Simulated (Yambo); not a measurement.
Yambo input for a free-standing AlCl3 monolayer (symmetry P-31m, slab cell 15.7 Å high) (a = b = 5.9295 Å, c = 15.7000 Å, α = β = 90.00°, γ = 120.00°), on norm-conserving PBEsol (Quantum ESPRESSO, 58 Ry, without SOC) wavefunctions on a 6×6×1 mesh:

```
rim_cut
optics
chi
dipoles
kernel
RandQpts= 1000000
RandGvec= 2 Ry
CUTGeo= "slab z"
FFTGvecs= 30 Ry
Chimod= "HARTREE"
NGsBlkXd= 2 Ry
% QpntsRXd
 1 | 1 |
%
% BndsRnXd
 1 | 113 |
%
GrFnTpXd= "R"
% EnRngeXd
 0.0 | 20.0 | eV
%
% DmRngeXd
 0.2 | 0.2 | eV
%
CGrdSpXd= 50
ETStpsXd= 161
% LongDrXd
 1.0 | 0.0 | 0.0 |
%
```

First lines of the file o-*.alpha_q1_inv_rpa_dyson:

```
Polarizability  ( -<<X>> ) @ Q(1):   1.00000000     0.00000000     0.00000000    [q->0 direction]
#
# Polarizability units: length
#
# [ X ] Hartree size     :  175
# [GEN] GF Energies     : Perdew, Burke & Ernzerhof SOL(X)+Perdew, Burke & Ernzerhof SOL(C)
# [GEN] Green`s Function     : Retarded
#
# [GEN] Gauge     : Length
# [GEN] [r,Vnl] included     : yes
#
#    E[1] [eV]     Im(alpha)     Re(alpha)     Im(alpha_o)     Re(alpha_o)
#
     0.000000     0.55705E-13     1.832481     -0.85783E-18     2.356513
     0.125000     0.001040     1.832805     0.001423     2.356956
     0.250000     0.002084     1.833779     0.002850     2.358288
     0.375000     0.003133     1.835405     0.004285     2.360512
     0.500000     0.004192     1.837688     0.005732     2.363633
     0.625000     0.005263     1.840634     0.007196     2.367662
     0.750000     0.006349     1.844253     0.008680     2.372610
     0.875000     0.007455     1.848555     0.010190     2.378491
     1.000000     0.008583     1.853553     0.011731     2.385322
     1.125000     0.009738     1.859261     0.013307     2.393124
     1.250000     0.010923     1.865698     0.014923     2.401920
     1.375000     0.012143     1.872885     0.016586     2.411738
     1.500000     0.013402     1.880843     0.018302     2.422608
     1.625000     0.014707     1.889599     0.020078     2.434564
     1.750000     0.016061     1.899182     0.021921     2.447647
     1.875000     0.017473     1.909627     0.023839     2.461900
     2.000000     0.018948     1.920969     0.025841     2.477373
     2.125000     0.020495     1.933251     0.027938     2.494120
     2.250000     0.022122     1.946519     0.030140     2.512204
     2.375000     0.023839     1.960825     0.032462     2.531693
     2.500000     0.025657     1.976230     0.034916     2.552666
     2.625000     0.027590     1.992798     0.037519     2.575209
     2.750000     0.029651     2.010605     0.040291     2.599420
     2.875000     0.031858     2.029736     0.043253     2.625409
     3.000000     0.034232     2.050284     0.046430     2.653300
     3.125000     0.036795     2.072361     0.049852     2.683234
     3.250000     0.039577     2.096090     0.053555     2.715372
     3.375000     0.042610     2.121614     0.057580     2.749899
     3.500000     0.045935     2.149099     0.061978     2.787025
     3.625000     0.049603     2.178736     0.066811     2.826995
     3.750000     0.053674     2.210751     0.072153     2.870095
```
(The file goes on to the top of the energy range; α is in bohr.) Convergence of the RPA response with its 6×6×1 mesh was not tested.

Geometry relaxed with PBEsol.

This is a model layer cut from the bulk structure; whether it is stable on its own was not checked.
